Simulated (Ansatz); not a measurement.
Ag3Au (Cu3Au type, space group No. 221) under volume change, r²SCAN in the plane-wave PAW code Ansatz, scaled uniformly.

| V (Å³/atom) | E − E(relaxed) (meV/atom) | P (GPa) |
|---|---|---|
| 15.762 | 62.3 | 14.21 |
| 16.282 | … | … |
| 16.801 | 6.0 | 3.84 |
| 17.321 | 0.0 | 0.01 |
| 17.841 | 5.2 | -3.11 |
| 18.360 | … | … |
| 18.880 | 41.3 | -7.69 |

Complete the blanks.


- 18.360, E − E(relaxed) (meV/atom): 19.5
- 18.360, P (GPa): -5.64
- 16.282, E − E(relaxed) (meV/atom): 25.8
- 16.282, P (GPa): 8.51

What does a third-order Birch–Murnaghan fit give for V₀, B₀ and B′?

V₀ = 17.32 Å³/atom, B₀ = 115 GPa, B′ = 5.8.

Space group Pm-3m (Cu3Au type). The workflow started from a Materials Project entry (that database holds measured and hypothetical structures alike); the Crystallography Open Database copy checked does not list it. Whether it is the stable phase at ambient conditions was not checked. The cell was relaxed with r²SCAN under the symmetry of its start; whether a distortion lowers the energy is not shown. No spin polarisation was allowed. Scalar-relativistic: spin–orbit coupling is off unless named, which matters more the heavier the elements.

Potentials: the later of the program's two PAW sets.
